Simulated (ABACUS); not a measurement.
ABACUS run on Hf on a Ta site in Ta (Ta29Hf, 30 atoms in the cell; host: space group no. 113; from Materials Project mp-42): relaxation of the atoms.

Level of theory: PBEsol, numerical atomic orbitals SZP (confined pseudo-atomic orbitals with Gaussian additions; energy shift 0.01 Ry), PseudoDojo 0.4 standard norm-conserving PBEsol (tails mended) pseudopotentials (ABACUS).

Input as run:

```
# file: INPUT
INPUT_PARAMETERS
suffix               Ta
calculation          relax
basis_type           lcao
pseudo_dir           ./
orbital_dir          ./
dft_functional       PBESOL
ecutwfc              100.0
symmetry             1
smearing_method      fd
smearing_sigma       0.00734986
ks_solver            genelpa
scf_nmax             100
scf_thr              1.0e-06
mixing_type          broyden
mixing_beta          0.4
relax_method         bfgs
relax_nmax           40
force_thr_ev         0.05
out_stru             1
cal_force            1
cal_stress           1
out_mul              1
device               cpu
# file: STRU
ATOMIC_SPECIES
Ta 180.948 Ta.upf
Hf 178.490 Hf.upf

NUMERICAL_ORBITAL
Ta_pbesol_7.5au_2s2p1d1f.orb
Hf_pbesol_7.8au_2s2p1d1f.orb

LATTICE_CONSTANT
1.889726125

LATTICE_VECTORS
  10.2220700000    0.0000000000    0.0000000000
   0.0000000000   10.2220700000    0.0000000000
   0.0000000000    0.0000000000    5.3081700000

ATOMIC_POSITIONS
Direct

Ta
0.0
29
  -0.0043290000    0.5039800000    0.2402960000 1 1 1
   0.4984080000   -0.0011350000    0.7532330000 1 1 1
   0.9321380000    0.7611450000    0.2491380000 1 1 1
   0.7599880000    0.0680210000    0.7550060000 1 1 1
   0.0665230000    0.2384670000    0.2442630000 1 1 1
   0.2418440000    0.9344050000    0.7604930000 1 1 1
   0.4312130000    0.7413720000    0.7556940000 1 1 1
   0.2609610000    0.4291150000    0.2423750000 1 1 1
   0.5676020000    0.2637410000    0.7543080000 1 1 1
   0.7424490000    0.5686370000    0.2437690000 1 1 1
   0.8725840000    0.0350560000    0.2469720000 1 1 1
   0.0357800000    0.1264390000    0.7412570000 1 1 1
   0.1280760000    0.9631990000    0.2529450000 1 1 1
   0.9648820000    0.8646450000    0.7510820000 1 1 1
   0.3729550000    0.4680990000    0.7386400000 1 1 1
   0.6275780000    0.5312930000    0.7450790000 1 1 1
   0.4667060000    0.6296270000    0.2575560000 1 1 1
   0.8981110000    0.6063620000    0.7396980000 1 1 1
   0.6032160000    0.1022220000    0.2609570000 1 1 1
   0.1014130000    0.3950630000    0.7437640000 1 1 1
   0.3929440000    0.8935720000    0.2583560000 1 1 1
   0.6788600000    0.8197480000    0.0000960000 1 1 1
   0.8234280000    0.3205360000    1.0015370000 1 1 1
   0.3163460000    0.1818130000    0.0033810000 1 1 1
   0.1840230000    0.6790920000    0.9971400000 1 1 1
   0.8206800000    0.3205440000    0.4997350000 1 1 1
   0.3174490000    0.1832140000    0.4996750000 1 1 1
   0.1820800000    0.6801170000    0.5010810000 1 1 1
   0.6817420000    0.8187780000    0.4999350000 1 1 1

Hf
0.0
1
   0.5343520000    0.3728360000    0.2625380000 1 1 1
# file: KPT
K_POINTS
0
Gamma
2 2 4 0 0 0
```

Output (repeated stretches shortened):

```
 STEP OF ION RELAXATION : 1
 -------------------------------------------

                  longest orb rcut (Bohr) = 7.8
   longest nonlocal projector rcut (Bohr) = 2.46
                     search radius (Bohr) = 20.5

                          real space grid = [ 125, 125, 64 ]

                                 init_chg = atomic

 LCAO ALGORITHM --------------- ION=   1  ELEC=   1--------------------------------

 Density error is 0.0492540178077
 E_KohnSham     -3887.1192704287     -52886.9708834334
 E_Fermi        1.3275843646         18.0627119346

 LCAO ALGORITHM --------------- ION=   1  ELEC=   2--------------------------------

   [... lines left out ...]

   [... 12 blocks of this kind left out ...]

 LCAO ALGORITHM --------------- ION=   1  ELEC=  15--------------------------------

 Density error is 2.9780404763e-06
 E_KohnSham     -3887.2047555486     -52888.1339681576
 E_Fermi        1.3091298770         17.8116257492

 LCAO ALGORITHM --------------- ION=   1  ELEC=  16--------------------------------

 Density error is 9.75504064078e-07
 E_KohnSham     -3887.2047555469     -52888.1339681352
 E_KS(sigma->0) -3887.1728294168     -52887.6995908508
 E_entropy(-TS) -0.0638522602        -0.8687545688
 E_Fermi        1.3091297036         17.8116233895
 charge density convergence is achieved
 final etot is -52888.133968 eV
 EFERMI = 17.811623389 eV

 STATE ENERGY(eV) AND OCCUPATIONS    NSPIN == 1
   [... 232 lines left out ...]

 TOTAL-FORCE (eV/Angstrom)
                       Ta1         1.1392781716        -0.5907047521         0.1693774045
                       Ta2         0.3654644572         0.5960474778         0.1594825324
                       Ta3         0.1741426462         0.3470601309        -0.0590035620
                       Ta4         0.0674576765        -0.0879313699        -0.1800236258
                       Ta5        -0.0532126594         0.1475642286         0.0335388529
   [... 21 lines left out ...]
                      Ta27        -0.0651177031        -0.2421932998         0.3098227976
   [... lines left out ...]
 TOTAL-PRESSURE: -20.734482 KBAR
 E_Fermi        1.3092519973         17.8132872816
 E_Fermi        1.3092567250         17.8133516045
 E_Fermi        1.3092560212         17.8133420289
 E_Fermi        1.3092560802         17.8133428317
 final etot is -52888.41342516895 eV
 EFERMI = 17.81334283171 eV
 TOTAL-PRESSURE: -22.284652 KBAR
   [... lines left out ...]
taud_Ta29           0.6812843308        0.8195077518        0.5008871393  0.0000        0.0000000000        0.0000000000        0.0000000000
taud_Hf1            0.5352305435        0.3691168365        0.2545908336  0.0000        0.0000000000        0.0000000000        0.0000000000

 --------------------------------------------
 !FINAL_ETOT_IS -52888.4134251689465600 eV
 --------------------------------------------
```

The run converged. 

Summary of the result:
| Property | Value |
|---|---|
| Free energy E − TS | -52888.4134 eV |
| Fermi level (on the code's own zero) | 17.81 eV |
| Pressure | -2.23 GPa |
| Largest force (vector length) | 0.057 eV/Å |
| Relaxation steps | 6 |

The atom-centred basis is finite, which shifts total energies, pressures and forces against plane waves. A single-zeta basis is rough, for pressures and forces above all. The structure comes from a collection of computed structures, made at another level of theory; the collection holds predicted forms beside known ones. No clean gap shows at this smearing width and mesh (spacing up to 0.31 Å⁻¹); the mesh is coarse for partly filled bands, so the values carry mesh errors.

Cost on one core: very roughly 22 core-minutes.

The atomic orbitals were generated for these runs; they are not ABACUS's published sets and were checked against plane waves on a few crystals only.

“Tails mended”: in these copies of the files the far tail of each local potential was reset to the Coulomb form.
